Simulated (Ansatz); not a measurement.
Values for one crystal, relaxed and computed with plane-wave PAW r²SCAN+D4 (Ansatz code); other levels are named.

```yaml
volume_per_atom: 17.64 Å³
band_gap: 0.87 eV (indirect)
smallest_direct_gap_on_the_standard_path: 1.02 eV
Formation energy from the elements (no fitted shifts): -0.054 eV/atom
Bulk modulus (Birch–Murnaghan fit): 16.4 GPa
valence_band_maximum: on the K–Γ line, 11 % of the way from K
HSE06 gap on the r²SCAN+D4 cell: 1.17 eV
```

**Question.** Which of these materials gives this?
A) BN, P6_3/mmc (B on 2b, N on 2d)
B) GaN, P6_3/mmc (Ga on 2d, N on 2b)
C) WS2, P6_3/mmc (W on 2c, S on 4f)
D) BP, P6_3/mmc (B on 2c, P on 2d)

**Answer.** D, BP, P6_3/mmc (B on 2c, P on 2d)

The start of the workflow was typed in or built on a structure type; neither database checked (COD, Materials Project) lists it. It is not the phase usual at ambient conditions (space group No. 216). The cell was relaxed with r²SCAN+D4 under the symmetry of its start; whether a distortion lowers the energy is not shown. The references are the lowest solids computed at this level, not always the standard phases.

Potentials: the earlier of the program's two PAW sets.
